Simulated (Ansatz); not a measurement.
## Ta (Im-3m): elasticity against pressure

```
CELL_PARAMETERS angstrom
-1.65275 1.65275 1.65275
1.65275 -1.65275 1.65275
1.65275 1.65275 -1.65275
ATOMIC_POSITIONS crystal
Ta 0.00000 0.00000 0.00000
```

This is the zero-pressure cell. At each pressure cell and atoms are relaxed in this structure, and the constants are slopes of the stress at strains of ±0.005 with relaxed ions (the coefficients that govern stability under load). Level: r²SCAN, PAW on Ansatz 0.2.0's default frozen-core files (fitted under PBE), scalar-relativistic; k mesh 24×24×24, strains of ±0.005, Fermi-Dirac smearing of 0.080 eV, cutoff 500 eV. P is the pressure of the relaxed cell, less that of this one.

```tsv
P (GPa)	V/V₀	C11 (GPa)	C12 (GPa)	C44 (GPa)
0.00	1.0000	271.6	165.7	74.1
0.98	0.9952	276.8	168.6	75.3
2.00	0.9903	282.1	171.6	76.5
4.00	0.9810	292.5	177.4	78.9
7.04	0.9676	308.4	186.2	82.4
10.00	?	?	?	?
14.99	0.9362	349.0	209.0	91.0
```

Question: Does the bulk modulus from the constants agree with the pressure-volume curve?

Answer: A third-order Birch-Murnaghan fit to the volumes shown (F against f, f = [(V₀/V)^(2/3) − 1]/2) gives B₀ = 200.9 GPa and B′ = 3.7. Its −V dP/dV stands beside (C11 + 2C12)/3:

| P (GPa) | from P(V) | from the constants |
| --- | --- | --- |
| 0.00 | 200.9 | 201.0 |
| 0.98 | 204.6 | 204.6 |
| 2.00 | 208.4 | 208.4 |
| 4.00 | 215.8 | 215.7 |
| 7.04 | 226.9 | 226.9 |
| 14.99 | 255.4 | 255.7 |

Question: What are the pressure derivatives at zero pressure?

Answer: Slopes at V₀ of quadratic fits in −ln(V/V₀) through the first four rows shown, divided by B₀: dC11/dP = 5.2, dC12/dP = 2.9, dC44/dP = 1.2. The mean slopes up to 2.0 GPa are 5.2, 2.9, 1.2; curvature and scatter of the constants part the two. The combination (dC11/dP + 2 dC12/dP)/3 = 3.7 stands against B′.

Question: Fill the row at 10.00 GPa.

Answer: Cubic fits in −ln(V/V₀) through all rows shown give C11 = 323.6, C12 = 194.7, C44 = 85.7 GPa. Computed: V/V₀ = 0.9553, C11 (GPa) = 323.6, C12 (GPa) = 194.7, C44 (GPa) = 85.7.

Question: Does a shear stiffness soften?

Answer: C44 goes from 74.1 to 91.0 GPa; (C11 − C12)/2 goes from 53.0 to 70.0 GPa. Neither ends more than 3 % under its start, and the lattice stays mechanically stable over this range.

Limits of these numbers: no other phase was computed; many crystals of this kind change structure within this range, and rows or crossings beyond such a change describe a metastable lattice; frozen-core PAW files fitted under PBE, their cores solved anew for the functional of the run; responses of metals move with mesh and smearing; no spin-orbit coupling on heavy atoms; C44 of V, Nb and Ta is known to come out low; phonons weren't checked at these pressures.
